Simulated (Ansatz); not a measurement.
**Structure types of Rb compared at 2 GPa**

Structure types of Rb are relaxed in primitive cells with their symmetry kept at 2 GPa, first on PAW files, then by LAPW. The enthalpy is E + pV at zero temperature, without zero-point motion. Only the types listed were tried, and differences under about 5 meV/atom are mesh noise.

All numbers are PBEsol results (scalar-relativistic) from Ansatz 0.2.0, with Fermi–Dirac smearing of 0.05 eV, no spin polarisation. Methods: LAPW: all electrons, basis error target 0.5 meV/atom; PAW: frozen-core files, cutoff 420 eV.

k meshes: fcc 11×11×11, bcc 11×11×11, hcp 10×10×6, omega 5×5×7, sc 10×10×10, diamond 8×8×8.

The PAW files were made under PBE.

```json
{"start type": "fcc", "ends as": "fcc, Fm-3m", "a, b, c (Å)": "6.233, 6.233, 6.233", "V (Å³/atom)": "60.54", "H − H(lowest), LAPW (meV/atom)": "3.8"}
{"start type": "bcc", "ends as": "bcc, Im-3m", "a, b, c (Å)": "4.947, 4.947, 4.947", "V (Å³/atom)": "60.54", "H − H(lowest), LAPW (meV/atom)": "0.0"}
{"start type": "hcp", "ends as": "hcp, P6_3/mmc", "a, b, c (Å)": "4.421, 4.421, 7.159", "V (Å³/atom)": "60.58", "H − H(lowest), LAPW (meV/atom)": "4.9"}
{"start type": "omega", "ends as": "omega, P6/mmm", "a, b, c (Å)": "7.058, 7.058, 4.214", "V (Å³/atom)": "60.60", "H − H(lowest), LAPW (meV/atom)": "11.5"}
{"start type": "sc", "ends as": "sc, Pm-3m", "a, b, c (Å)": "3.966, 3.966, 3.966", "V (Å³/atom)": "62.37", "H − H(lowest), LAPW (meV/atom)": "?"}
{"start type": "diamond", "ends as": "diamond, Fd-3m", "a, b, c (Å)": "8.109, 8.109, 8.109", "V (Å³/atom)": "66.66", "H − H(lowest), LAPW (meV/atom)": "?"}
```

Q: What belongs in the row "diamond", column "H − H(lowest), LAPW (meV/atom)"?

A: 492.1.

Q: What belongs in the row "sc", column "H − H(lowest), LAPW (meV/atom)"?

A: 142.2.
